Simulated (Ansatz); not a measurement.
# Pt: Grüneisen parameters and expansion

These are results of Ansatz 0.2.0, DFT LDA, scalar-relativistic, plane waves, PAW, not measurements. Settings: 420 eV plane-wave cutoff, Γ-centred 20×20×20 mesh, Fermi-Dirac smearing of 0.15 eV. No spin polarisation. Phonons by linear response, acoustic sum rule imposed.

Equilibrium structure at this level:
```cif
data_structure
_symmetry_space_group_name_H-M 'P 1'
_symmetry_Int_Tables_number 1
_cell_length_a 2.7558
_cell_length_b 2.7558
_cell_length_c 2.7558
_cell_angle_alpha 60.000
_cell_angle_beta 60.000
_cell_angle_gamma 60.000
_cell_volume 14.80
loop_
_atom_site_label
_atom_site_type_symbol
_atom_site_fract_x
_atom_site_fract_y
_atom_site_fract_z
_atom_site_occupancy
Pt1 Pt 0.00000 0.00000 0.00000 1
```

In a metal, frequencies depend on the k mesh and the smearing, soft modes most. Spin–orbit coupling is left out, which can shift energies with elements as heavy as these.

Phonons on a 2×2×2 q mesh at 0.98, 1 and 1.02 times the equilibrium volume give γ = −d ln ν/d ln V, modes matched by rank. The cell has V = 14.80 Å³ with 1 atom and B = 304 GPa. Points of the mesh (fractions of the reciprocal vectors) with their weights out of 8; the acoustic modes at Γ are left out:

| q | weight | ν (cm⁻¹) | γ | degeneracy |
| --- | --- | --- | --- | --- |
| 0.00 0.00 -0.50 | 4 | 95 | 2.20 | 2 |
| 0.00 0.00 -0.50 | 4 | 201 | 2.70 | 1 |
| 0.00 -0.50 -0.50 | 3 | 131 | 2.59 | 2 |
| 0.00 -0.50 -0.50 | 3 | 196 | 2.68 | 1 |

Question: Work out the volume expansion coefficient at 50, 100, 300 and 800 K in Grüneisen's theory.

Answer: Each mode holds c = k_B x² eˣ/(eˣ − 1)², x = hcν/k_BT (k_B = 0.695 cm⁻¹/K). Weighted over the mesh, C_V = Σ c, γ̄ = Σ cγ/C_V and α_V = γ̄ C_V/(BV):
```json
{"T (K)": "50", "C_V (k_B a cell)": "0.90", "γ̄": "2.37", "α_V (10⁻⁶/K)": "6.6"}
{"T (K)": "100", "C_V (k_B a cell)": "1.88", "γ̄": "2.44", "α_V (10⁻⁶/K)": "14.1"}
{"T (K)": "300", "C_V (k_B a cell)": "2.52", "γ̄": "2.47", "α_V (10⁻⁶/K)": "19.1"}
{"T (K)": "800", "C_V (k_B a cell)": "2.61", "γ̄": "2.48", "α_V (10⁻⁶/K)": "19.8"}
```

The classical limit of C_V is 3n = 3 k_B, less the 3/8 k_B of the three modes left out, which leaves C_V and α_V about 12 % low even at high temperature. All γ are positive, so the crystal expands at every temperature. For a cubic crystal the linear coefficient is a third of α_V. A mesh this coarse misses long acoustic waves, so the low-temperature rows are rough; B and γ are held at their static values, and the electrons' part is left out.

Question: The zero-point energy of the cell, summed on a denser interpolated mesh, is 25.804, 24.527 and 23.291 meV at the three volumes. How far does it expand the lattice at 0 K?

Answer: P_zp = −dE_zp/dV = 2.513 meV / (0.592 Å³) × 0.16022 GPa Å³/meV = 0.680 GPa, so ΔV/V = P_zp/B = 0.22 %. This share is taken off a measured low-temperature volume before it is compared with a static calculation.

Cost: 6 runs of about 5.5 core-minutes in all, on Intel Xeon Processor @ 2.70GHz (shared hosts).